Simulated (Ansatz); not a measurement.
ZrCu₅: enthalpy against pressure

ZrCu₅, F-43m, a = 6.788 Å. The structure is a COD entry; whether it is the stable form wasn't checked. Ansatz: PBEsol, PAW, 420 eV, Γ-centred 10×10×10 mesh on 6 atoms, Gaussian smearing 0.10 eV; no spin polarisation. Cell and atoms are relaxed at each pressure, and no other structure is tried, so the rows at high pressure may lie past a change of phase. y is the enthalpy over the state at zero pressure; there V0 = 13.032 Å³/atom. The pressures are the targets, met within 0.07 GPa.

| P (GPa) | y (eV/atom) |
| --- | --- |
| -1.0 | -0.0816 |
| 0.0 | 0.0000 |
| 1.0 | 0.0811 |
| 4.0 | 0.3216 |
| 12.0 | ? |
| 25.0 | 1.9083 |
| 50.0 | 3.6420 |
| 90.0 | 6.1904 |

**Question.** Fit y = c1 P + c2 P² + c3 P³ to the other rows, say what c1 and c2 mean, and predict the missing value.

**Answer.** Least squares on the rows shown. y = 0.080672 P − 0.00018761 P² + 6.1672×10⁻⁷ P³. Since dH/dP = V, c1 is V0: 0.080672 eV/GPa × 160.2 = 12.924 Å³ against 13.032; c2 = −V0/(2B0) gives B0 = 215 GPa, where a Birch–Murnaghan fit to the volumes of the same runs (not shown) gives 160 GPa: a cubic over this range folds the higher terms into c2. At P = 12.0 the fit asked for gives 0.9421 eV/atom. The run gave 0.9440 eV/atom, so the fit is 0.0019 eV/atom too low, 0.03 % of the span of the series, against an rms of 0.0009 eV/atom on the fitted rows. With a term in P⁴ added, a fit to the same known rows predicts 0.9444 eV/atom, so most of the miss is curvature that the known rows already hold.